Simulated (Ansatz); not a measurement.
The start is a relaxed KI cell with every coordinate shifted by Gaussian noise of σ = 0.45 Å. The cell and all atomic positions are relaxed at zero pressure with r2SCAN (plane waves to 500 eV, PAW, scalar-relativistic; Ansatz, an electronic-structure program). The first steps use a coarse 6×6×6 k-mesh.

The start:
```
CELL_PARAMETERS angstrom
      0.00000     3.54577     3.54577
      3.54577     0.00000     3.54577
      3.54577     3.54577     0.00000
ATOMIC_POSITIONS crystal
  I  0.97059 0.22327 0.82043
  K  0.36393 0.43542 0.55624
```

### Question
How much energy is released per atom?

### Answer
About 2.3 eV/atom.

### Question
Does it find its way back to the structure it was made from?

### Answer
The parent structure is recovered, Fm-3m (No. 225).

### Question
How do the shortest distances between atoms change?

### Answer
The closest pairs of elements (up to four, under 3.6 Å), start → end: I–K 2.20 → 3.55 Å.

### Question
Is the relaxed structure metallic? Give its gap.

### Answer
4.58 eV, direct at Γ (no spin-orbit coupling).

Relaxed structure:

Space group Fm-3m (No. 225); a = 7.093 Å, b = 7.093 Å, c = 7.093 Å, α = 90.00°, β = 90.00°, γ = 90.00°

```
atom  site  symmetry       x       y       z
----  ----  --------  ------  ------  ------
I       4a      m-3m  0.0000  0.0000  0.0000
K       4b      m-3m  0.5000  0.5000  0.5000
```
(The calculation used a cell of 2 atoms; values per cell refer to that cell.)

Final values are on a 8×8×8 k-mesh of the relaxed cell. The start holds a very short contact (K–I 2.20 Å). No spin polarisation in the result.
